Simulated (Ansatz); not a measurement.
Phonons of BiN in the CsCl-type structure

Level of theory: DFT, PBEsol, scalar-relativistic, no spin polarisation; plane waves to 420 eV with PAW datasets (Ansatz 0.2.0), Gaussian smearing of 0.15 eV. The datasets are Ansatz's generated set soft_2.

```xyz
2
Lattice="3.1376 0.0000 0.0000 0.0000 3.1376 0.0000 0.0000 0.0000 3.1376" Properties=species:S:1:pos:R:3 pbc="T T T"
Bi    0.0000    0.0000    0.0000
N     1.5688    1.5688    1.5688
```

The start was a prototype's sites filled with these elements, not a measured cell.

Force constants come from finite displacements in a 3×3×3 supercell (the unit cell's 12×12×12 k-mesh, folded to it); the long-range dipole term is not included. Points in reciprocal vectors of this cell: Γ = (0.000, 0.000, 0.000), X = (0.000, 0.500, 0.000), M = (0.500, 0.500, 0.000), R = (0.500, 0.500, 0.500).

Frequencies at the named points (cm⁻¹, imaginary ones negative):
```tsv
point	ω (cm⁻¹)
Γ	-254 -254 -254 0 0 0
X	-86 -86 -64 -64 169 349
M	-254 -173 -173 -89 145 145
R	118 118 118 318 318 318
```

Question: Is the structure dynamically stable along this path, and where does the spectrum end?

Answer: No: a branch is imaginary, down to 254i cm⁻¹ at M. The highest frequency is 349 cm⁻¹, at X. Points that don't fit the supercell are interpolated.

The crystal is a metal or nearly so; low and unstable modes depend on mesh and smearing.

Run time: 5.3 min on 4 threads of Arm Neoverse V2, on a shared host, peak memory 6.8 GiB.

No spin–orbit coupling, a notable omission for heavy elements.
